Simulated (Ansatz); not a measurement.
**Computed properties of HfO2**

HfO$_{2}$:
```yaml
crystal:
  lattice:
    - [4.78886, 0.00000, 0.00000]
    - [0.00000, 4.78886, 0.00000]
    - [0.00000, 0.00000, 3.18585]
  atoms:
    - { symbol: Hf, position: [0.00000, 0.00000, 0.00000] }
    - { symbol: Hf, position: [0.50000, 0.50000, 0.50000] }
    - { symbol: O, position: [0.19511, 0.80489, 0.50000] }
    - { symbol: O, position: [0.80489, 0.19511, 0.50000] }
    - { symbol: O, position: [0.69511, 0.69511, 0.00000] }
    - { symbol: O, position: [0.30489, 0.30489, 0.00000] }
```

Space group P4_2/mnm (No. 136), rutile; conventional cell a = b = 4.789 Å, c = 3.186 Å, α = β = γ = 90.00°.

Method: plane-wave PAW LDA (Ansatz code). The cell and atoms are relaxed at this level. Other levels are named where they apply.

### Cell and energy

```
Quantity                                                      Result
-----------------------------------------------------  -------------
Volume per atom                                             12.18 Å³
Density                                                   9.57 g/cm³
Formation energy from the elements (no fitted shifts)  -3.60 eV/atom
```

### Electronic structure

```
Property                                                 Result
-----------------------  --------------------------------------
Band gap                                       3.88 eV (direct)
Valence-band maximum                                       at Γ
Conduction-band minimum                                    at Γ
Electron effective mass  0.58, 0.77, 0.77 mₑ (principal values)
Hole effective mass         2.0, 2.0, 2.3 mₑ (principal values)
```

### Mechanics

```
Item                                                                                                    Result
--------------------------------------------  ----------------------------------------------------------------
Bulk modulus (Birch–Murnaghan fit)                                                                     232 GPa
Pressure derivative B′                                                                                     4.4
Elastic constants (relaxed ions, GPa)         C11 = 291, C12 = 212, C13 = 163, C33 = 500, C44 = 106, C66 = 226
Mechanical stability                                                    stable (all eigenvalues of C positive)
Hill bulk and shear moduli                                                                     236 and 106 GPa
Young's modulus                                                                                        278 GPa
Poisson's ratio                                                                                           0.30
Debye temperature from the elastic constants                                                             482 K
```

### Dielectric response

```
Property                                                                     Result
--------------------------------------------------------  -------------------------
Electronic dielectric constant ε∞ (DFPT)                  4.63 (xx = yy), 5.23 (zz)
Static dielectric constant ε0 (ions relaxed, cell fixed)  26.3 (xx = yy), 29.4 (zz)
Born charges (a third of the trace)                             Hf +5.67, O -2.84 e
```

### Phonons

```
Property                                                             Value
--------------------------------------------------  ----------------------
Highest zone-centre frequency (without LO–TO term)               100.0 meV
Zone-centre stability                               no imaginary mode at Γ
```

The first step of the workflow began from a Materials Project structure, measured or hypothetical; the Crystallography Open Database copy checked does not list it. It is not the phase usual at ambient conditions (space group No. 14, 29). The cell was relaxed with LDA under the symmetry of its start. The run is not spin-polarised. The references are the lowest solids computed at this level, not always the standard phases (solids in place of the gases). Spin–orbit coupling is left out wherever it is not named.

Potentials: the later of the program's two PAW sets.
